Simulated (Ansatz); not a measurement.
Given:

YF₃:
```cif
data_F12Y4
_chemical_formula_sum 'Y4 F12'
_space_group_name_H-M_alt 'Pnma'
_space_group_IT_number 62
_space_group_name_Hall '-P 2ac 2n'
_cell_length_a 6.33006
_cell_length_b 6.83973
_cell_length_c 4.36952
_cell_angle_alpha 90.000
_cell_angle_beta 90.000
_cell_angle_gamma 90.000
loop_
_space_group_symop_operation_xyz
  'x, y, z'
  '-x, -y, -z'
  '-x+1/2, -y, z+1/2'
  'x+1/2, y, -z+1/2'
  'x+1/2, -y+1/2, -z+1/2'
  '-x+1/2, y+1/2, z+1/2'
  '-x, y+1/2, -z'
  'x, -y+1/2, z'
loop_
_atom_site_label
_atom_site_type_symbol
_atom_site_symmetry_multiplicity
_atom_site_Wyckoff_symbol
_atom_site_fract_x
_atom_site_fract_y
_atom_site_fract_z
_atom_site_occupancy
Y1 Y 4 c 0.36910 0.25000 0.06130 1
F1 F 8 d 0.16508 0.06314 0.37794 1
F2 F 4 c 0.02307 0.25000 0.91054 1
```

This is the PBEsol-relaxed structure.

**Question.** All from plane-wave PAW PBEsol (Ansatz code), unless another level is named. Give the Poisson's ratio.

**Answer.** 0.31.

**Question.** Predict the highest zone-centre frequency (without LO–TO term).

**Answer.** 503 cm⁻¹.

The first step of the workflow began from a Materials Project structure, measured or hypothetical; the Crystallography Open Database files this formula in space group No. 62, but the cells were not matched. Whether it is the stable phase at ambient conditions was not checked. The PBEsol relaxation kept the symmetry of its start; its stability against distortions is not shown here. No spin polarisation was allowed.

Potentials: the earlier of the program's two PAW sets. The files were generated under PBE; for other functionals the program regenerates the frozen cores, and for LDA and PBEsol the local potential too.
